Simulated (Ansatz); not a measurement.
LiNbO3:
```cif
data_Li6Nb6O18
_chemical_formula_sum 'Li6 Nb6 O18'
_space_group_name_H-M_alt 'R3c :H'
_space_group_IT_number 161
_space_group_name_Hall 'R 3 -2"c'
_cell_length_a 5.18971
_cell_length_b 5.18971
_cell_length_c 14.01660
_cell_angle_alpha 90.000
_cell_angle_beta 90.000
_cell_angle_gamma 120.000
loop_
_atom_site_label
_atom_site_type_symbol
_atom_site_symmetry_multiplicity
_atom_site_Wyckoff_symbol
_atom_site_fract_x
_atom_site_fract_y
_atom_site_fract_z
_atom_site_occupancy
Li1 Li 6 a 0.00000 0.00000 0.28068 1
Nb1 Nb 6 a 0.00000 0.00000 0.49956 1
O1 O 18 b 0.04720 0.34209 0.06229 1
```
(The calculation used a cell of 10 atoms; values per cell refer to that cell.)

Relaxed with PBE.

Task: Which orbitals make up the states near the band edges in PBE in the plane-wave PAW code Ansatz?

Result: Top 1 eV of the valence band: O 2p 94 %. Bottom 1 eV of the conduction band: Nb 4d 75 %, O 2p 20 %. Projections are on Löwdin-orthogonalised atomic valence shells; empty p or d shells of many metals are not among them.

Task: Tabulate the density of states.

Result: States/eV per cell of 10 atoms, in 0.25 eV bins, energy from the valence-band maximum.

| E (eV) | total | O 2p | Nb 4d | O 2s |
|---|---|---|---|---|
| -4.60 | 0.00 | 0.00 | 0.00 | 0.00 |
| -4.35 | 8.69 | 5.41 | 2.89 | 0.03 |
| -4.10 | 7.62 | 4.99 | 2.23 | 0.05 |
| -3.85 | 7.44 | 4.98 | 2.05 | 0.07 |
| -3.60 | 7.18 | 4.92 | 1.86 | 0.08 |
| -3.35 | 5.64 | 3.93 | 1.40 | 0.07 |
| -3.10 | 7.26 | 5.22 | 1.59 | 0.12 |
| -2.85 | 6.61 | 4.87 | 1.37 | 0.10 |
| -2.60 | 7.12 | 5.36 | 1.39 | 0.10 |
| -2.35 | 6.94 | 5.35 | 1.23 | 0.09 |
| -2.10 | 6.56 | 5.23 | 0.99 | 0.09 |
| -1.85 | 4.85 | 3.97 | 0.62 | 0.07 |
| -1.60 | 4.99 | 4.15 | 0.55 | 0.07 |
| -1.35 | 8.92 | 7.71 | 0.76 | 0.11 |
| -1.10 | 8.20 | 7.32 | 0.53 | 0.08 |
| -0.85 | 10.53 | 9.59 | 0.57 | 0.07 |
| -0.60 | 13.90 | 12.99 | 0.50 | 0.07 |
| -0.35 | 12.25 | 11.66 | 0.29 | 0.04 |
| -0.10 | 9.30 | 9.03 | 0.11 | 0.02 |
| 0.15 | 0.00 | 0.00 | 0.00 | 0.00 |
| 0.40 | 0.00 | 0.00 | 0.00 | 0.00 |
| 0.65 | 0.00 | 0.00 | 0.00 | 0.00 |
| 0.90 | 0.00 | 0.00 | 0.00 | 0.00 |
| 1.15 | 0.00 | 0.00 | 0.00 | 0.00 |
| 1.40 | 0.00 | 0.00 | 0.00 | 0.00 |
| 1.65 | 0.00 | 0.00 | 0.00 | 0.00 |
| 1.90 | 0.00 | 0.00 | 0.00 | 0.00 |
| 2.15 | 0.00 | 0.00 | 0.00 | 0.00 |
| 2.40 | 0.00 | 0.00 | 0.00 | 0.00 |
| 2.65 | 0.00 | 0.00 | 0.00 | 0.00 |
| 2.90 | 0.00 | 0.00 | 0.00 | 0.00 |
| 3.15 | 0.00 | 0.00 | 0.00 | 0.00 |
| 3.40 | 0.00 | 0.00 | 0.00 | 0.00 |
| 3.65 | 5.70 | 0.92 | 4.54 | 0.08 |
| 3.90 | 6.58 | 1.33 | 4.91 | 0.07 |
| 4.15 | 4.46 | 0.99 | 3.27 | 0.05 |
| 4.40 | 3.95 | 0.95 | 2.81 | 0.04 |
| 4.65 | 9.77 | 2.57 | 6.63 | 0.12 |
| 4.90 | 5.33 | 1.43 | 3.49 | 0.07 |
| 5.15 | 11.04 | 3.17 | 7.00 | 0.11 |
| 5.40 | 1.19 | 0.35 | 0.73 | 0.01 |
| 5.65 | 0.00 | 0.00 | 0.00 | 0.00 |
| 5.90 | 0.00 | 0.00 | 0.00 | 0.00 |
| 6.15 | 0.00 | 0.00 | 0.00 | 0.00 |
| 6.40 | 0.00 | 0.00 | 0.00 | 0.00 |
| 6.65 | 0.00 | 0.00 | 0.00 | 0.00 |
| 6.90 | 0.00 | 0.00 | 0.00 | 0.00 |
| 7.15 | 0.06 | 0.00 | 0.00 | 0.02 |
| 7.40 | 4.26 | 0.68 | 2.35 | 0.66 |
| 7.65 | 5.07 | 0.88 | 2.76 | 0.74 |
| 7.90 | 4.84 | 0.91 | 2.46 | 0.67 |
| 8.15 | 3.47 | 0.71 | 1.57 | 0.45 |
| 8.40 | 3.35 | 0.70 | 1.46 | 0.41 |

Symmetry was held in the PBE relaxation. The run is not spin-polarised. Scalar-relativistic: spin–orbit coupling is off unless named, which matters more the heavier the elements.

Potentials: the earlier of the program's two PAW sets.
